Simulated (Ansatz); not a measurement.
RbTaCu2Se4 in space group Ama2 (No. 40; Pearson symbol oS32), PBE in the plane-wave PAW code Ansatz, all energies at zero smearing, with the estimated change up to a 700 eV cutoff added, with one set of potentials and settings (totals compare only within such a set). Cell of 16 atoms (2 Rb, 2 Ta, 4 Cu, 8 Se): -96664.688 eV.

```
element              reference phase  E (eV/atom)
-------  ---------------------------  -----------
Rb         Cmcm, 2 atoms in the cell   -3267.3525
Ta        Im-3m, 1 atoms in the cell   -9932.2522
Cu        Fm-3m, 1 atoms in the cell   -6625.1757
Se       P3_121, 3 atoms in the cell   -5469.0798
```

Formation energy per atom, worked out: (-96664.688 − 2×(-3267.3525) − 2×(-9932.2522) − 4×(-6625.1757) − 8×(-5469.0798))/16 = -0.759 eV/atom (-73 kJ per mol of atoms), at 0 K, without zero-point energy or fitted corrections.

The workflow started from a Materials Project entry (that database holds measured and hypothetical structures alike); the Crystallography Open Database files this formula in space group No. 40, but the cells were not matched. Its standing as an ambient phase is unchecked. The PBE relaxation kept the symmetry of its start; whether a distortion lowers the energy is not shown. No spin polarisation was allowed. The references are the lowest solids computed at this level, not always the standard phases. Spin–orbit coupling is left out wherever it is not named.

Potentials: the later of the program's two PAW sets.
